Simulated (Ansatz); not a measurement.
# Re: levels along high-symmetry lines

```
CELL_PARAMETERS angstrom
1.38392 0.79901 6.69861
-1.38392 0.79901 6.69861
0.00000 -1.59802 6.69861
ATOMIC_POSITIONS crystal
Re 0.00000 0.00000 0.00000
Re 0.22217 0.22217 0.22217
Re 0.77783 0.77783 0.77783
```

Atoms are numbered in the order listed.

The cell is the one relaxed in the Materials Project (mp-975065), not relaxed further here; entries there can be hypothetical.

Spin polarisation is left out, and whether a magnetic state lies lower isn't shown here.

Spin–orbit coupling is left out, though it moves levels of the heavy atoms by tenths of an eV or more.

Method: DFT, PBEsol, all-electron LAPW, scalar-relativistic (Ansatz 0.2.0).

Numerical set-up: a Γ-centred 15×15×15 k mesh, Fermi–Dirac smearing of 0.05 eV, basis error target 0.5 meV/atom, no spin polarisation.

Points in fractions of the reciprocal vectors of this cell: Γ (0, 0, 0), T (0.5, 0.5, 0.5), H2 (0.824, 0.176, 0.5), H0 (0.5, -0.176, 0.176), L (0.5, 0, 0), S0 (0.338, -0.338, 0), S2 (0.662, 0, 0.338), F (0.5, 0, 0.5). The path runs Γ–T–H2–H0–L–Γ–S0–S2–F. Energies are in eV from the Fermi level; (×n) counts levels within 4 meV of each other, which need not be degenerate by symmetry.

(1) Metal or insulator at this level of theory?

(2) Tabulate bands 63 to 70, counted from the lowest band of the run, along the path.

Results:

(1) No gap opens: metallic or semimetallic.

(2) 
```csv
k (1/Å),point,band 63,band 64,band 65,band 66,band 67,band 68,band 69,band 70
0.00,Γ,-1.82,-1.77,-1.60,-1.54,-1.54,-1.15,-1.15,0.56
0.07,,-1.93,-1.64,-1.56,-1.56,-1.41,-1.13,-1.13,0.57
0.13,,-1.90,-1.69,-1.62,-1.62,-1.10,-1.10,-0.99,0.60
0.20,,-1.86,-1.77,-1.69,-1.69,-1.09,-1.09,-0.55,0.67
0.27,,-1.83,-1.83,-1.72,-1.72,-1.11,-1.11,-0.14,0.77
0.33,,-1.85,-1.85,-1.68,-1.68,-1.15,-1.15,0.20,0.91
0.40,,-1.87,-1.87,-1.63,-1.63,-1.20,-1.20,0.43,1.05
0.47,T,-1.88,-1.88,-1.60,-1.60,-1.23,-1.23,0.52,1.12
0.68,,-2.11,-1.69,-1.55,-1.42,-1.38,-1.04,-0.19,0.95
0.89,,-2.46,-1.99,-1.87,-1.19,-1.03,-0.74,-0.45,0.72
1.10,,-2.92,-2.59,-2.26,-1.23,-0.83,-0.05,0.22,0.95
1.31,,-3.18,-2.54,-2.32,-1.34,-1.07,-0.06,0.94,2.14
1.52,,-2.98,-2.63,-2.07,-1.41,-1.08,-0.10,1.43,2.62
1.73,,-3.37,-2.62,-1.85,-1.71,-0.53,0.08,1.78,2.92
1.94,H2,-3.52,-2.26,-2.13,-2.13,-0.16,0.24,1.89,3.09
1.99,,-3.50,-2.25,-2.16,-2.15,-0.15,0.25,1.89,3.09
2.03,,-3.49,-2.25,-2.17,-2.16,-0.15,0.25,1.89,3.09
2.08,,-3.48,-2.24,-2.18,-2.16,-0.14,0.25,1.89,3.09
2.12,,-3.48,-2.24,-2.18,-2.16,-0.14,0.25,1.89,3.09
2.17,,-3.49,-2.25,-2.17,-2.16,-0.15,0.25,1.89,3.09
2.21,,-3.50,-2.25,-2.16,-2.15,-0.15,0.25,1.89,3.09
2.26,H0,-3.52,-2.26,-2.13,-2.13,-0.16,0.24,1.89,3.09
2.37,,-3.43,-2.41,-2.23,-2.08,-0.17,0.38,1.76,3.05
2.49,,-3.45,-2.52,-2.16,-1.72,-0.31,0.67,1.66,2.98
2.60,,-3.11,-2.41,-2.04,-1.13,-0.45,1.09,1.69,3.05
2.72,,-2.71,-2.24,-1.88,-0.50,-0.41,1.57,1.77,3.29
2.83,,-2.36,-2.13,-1.72,-0.43,0.39,1.85,1.95,3.66
2.95,,-2.11,-2.08,-1.61,-0.34,1.18,1.90,2.07,3.85
3.06,L,-2.07,-2.02,-1.57,-0.29,1.78,1.84,1.92,3.88
3.25,,-2.01,-1.94,-1.84,-0.47,1.11,1.66,1.95,3.46
3.44,,-2.41,-1.73,-1.73,-1.07,-0.23,1.22,1.70,2.43
3.63,,-2.85,-1.75,-1.43,-1.41,-1.26,0.48,0.94,1.15
3.81,,-2.88,-2.20,-1.38,-1.12,-0.94,-0.32,-0.02,0.27
4.00,,-2.43,-2.04,-1.36,-1.11,-0.88,-0.84,-0.70,0.05
4.19,,-1.98,-1.78,-1.74,-1.36,-1.21,-1.02,-1.01,0.36
4.38,Γ,-1.82,-1.77,-1.60,-1.54,-1.54,-1.15,-1.15,0.56
4.60,,-2.05,-1.81,-1.73,-1.29,-1.15,-1.01,-0.96,0.24
4.82,,-2.60,-2.32,-1.20,-1.20,-0.73,-0.70,-0.46,-0.25
5.04,,-3.15,-2.91,-1.64,-1.15,-1.13,-0.16,0.21,0.83
5.26,,-3.28,-3.02,-2.12,-1.70,-1.26,0.47,0.65,1.81
5.48,,-2.92,-2.78,-2.45,-2.12,-0.84,0.36,1.43,1.80
5.70,,-3.39,-2.61,-2.44,-1.99,-0.29,0.34,1.73,2.31
5.92,S0,-3.48,-2.24,-2.19,-2.16,-0.14,0.25,1.89,3.09
5.96,,-3.47,-2.24,-2.19,-2.18,-0.14,0.26,1.88,3.09
6.01,,-3.47,-2.23,-2.20,-2.18,-0.14,0.27,1.87,3.09
6.05,,-3.47,-2.22,-2.21,-2.18,-0.14,0.27,1.86,3.10
6.10,,-3.47,-2.22,-2.21,-2.18,-0.14,0.27,1.86,3.10
6.14,,-3.47,-2.23,-2.20,-2.18,-0.14,0.27,1.87,3.09
6.19,,-3.47,-2.24,-2.19,-2.18,-0.14,0.26,1.88,3.09
6.23,S2,-3.48,-2.24,-2.19,-2.16,-0.14,0.25,1.89,3.09
6.34,,-3.50,-2.44,-2.22,-1.77,-0.13,0.07,2.09,3.08
6.44,,-3.24,-2.68,-2.38,-1.28,-0.07,-0.03,2.38,3.12
6.55,,-2.93,-2.84,-2.59,-0.73,-0.15,0.11,2.75,3.21
6.65,,-2.79,-2.42,-2.38,-0.22,-0.21,0.26,3.17,3.35
6.76,,-2.93,-1.90,-1.87,-0.36,-0.13,0.70,3.56,3.59
6.86,,-3.01,-1.41,-1.34,-0.60,-0.37,1.23,3.83,3.87
6.97,F,-3.03,-1.02,-0.98,-0.92,-0.64,1.48,3.88,4.04
```
